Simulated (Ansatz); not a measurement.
MoRh in space group P-6m2 (No. 187; Mo on 1b, Rh on 1c) under volume change, PBEsol in the plane-wave PAW code Ansatz, shape and atoms relaxed at each volume.

```csv
V (Å³/atom),E − E(relaxed) (meV/atom),P (GPa)
13.016,124.8,33.87
13.445,52.3,20.66
13.874,12.3,9.47
14.303,0.0,0.00
14.732,11.0,-8.00
15.162,41.8,-14.76
15.591,89.1,-20.44
```

**Question.** What does a third-order Birch–Murnaghan fit give for V₀, B₀ and B′?

**Answer.** V₀ = 14.30 Å³/atom, B₀ = 289 GPa, B′ = 4.6.

The workflow started from a Materials Project entry (that database holds measured and hypothetical structures alike); the Crystallography Open Database copy checked does not list it. With Mo and Rh taken as one species the cell has the higher symmetry P6_3/mmc, so it may be an ordered model of a mixed-site phase. Its standing as an ambient phase is unchecked. The cell was relaxed with PBEsol under the symmetry of its start; whether a distortion lowers the energy is not shown. The run is not spin-polarised.

Potentials: the later of the program's two PAW sets.
